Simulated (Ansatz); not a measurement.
All numbers below come from DFT PBE, scalar-relativistic, plane waves, PAW (Ansatz 0.2.0). All cells share a 420 eV cutoff and Γ-centred k meshes spaced at most about 0.3 Å⁻¹ (about 0.25 or finer for metals, 2π included). No spin polarisation in the final relaxations.

Temperature and zero-point effects are left out.

Two relaxed structures of SiGe₄Pt:

A.

```
Si Ge Pt
1.0
    -3.92775    3.92775    2.24861
     3.92775   -3.92775    2.24861
     3.92775    3.92775   -2.24861
Si Ge Pt
1 4 1
Direct
  0.00000 0.00000 0.00000
  0.50000 0.83079 0.33079
  0.50000 0.16921 0.66921
  0.83079 0.50000 0.33079
  0.16921 0.50000 0.66921
  0.50000 0.50000 0.00000
```

B.

```
Si Ge Pt
1.0
    -3.09889    3.09889    2.82314
     3.09889   -3.09889    2.82314
     3.09889    3.09889   -2.82314
Si Ge Pt
1 4 1
Direct
  0.50000 0.50000 0.00000
  0.90301 0.40301 0.80602
  0.59699 0.09699 0.19398
  0.09699 0.90301 0.50000
  0.40301 0.59699 0.50000
  0.00000 0.00000 0.00000
```

Task: Which is lower in energy, and by how much?

Result: B is lower, by 187 meV/atom. A has space group I4/mmm (No. 139), 23.1 Å³/atom and no gap on its mesh; B has space group I422 (No. 97), 18.1 Å³/atom and no gap. Counting Ge or Si atoms around Pt (for each partner element, those within 1.25 times its shortest distance or 1.15 times the sum of covalent radii, where it is the nearest in units of that sum or under 1.3), A has Pt 6 and B has Pt 10. The denser one is the lower, and pressure would at first widen the difference. Even the lower one lies +0.13 eV/atom against the reference forms of the elements (uncorrected), so neither is stable at this level. In A, Si is surrounded by 2 Pt at 2.25 Å; Ge is surrounded by 1 Pt at 2.60 Å, 1 Ge at 2.66 Å and 4 Ge at 2.93 Å; around Pt lie 2 Si at 2.25 Å and 4 Ge at 2.60 Å. In B, around Si lie 8 Ge at 2.74 Å and 2 Pt at 2.82 Å; Ge is surrounded by 1 Ge at 2.68 Å, 2 Pt at 2.74 Å, 2 Si at 2.74 Å and 10 Ge at 3.30–3.40 Å; Pt is surrounded by 8 Ge at 2.74 Å and 2 Si at 2.82 Å. Both come from invented guesses.

These runs have no spin–orbit coupling, which can matter for Pt. Cells relaxed within their symmetry can be saddle points.
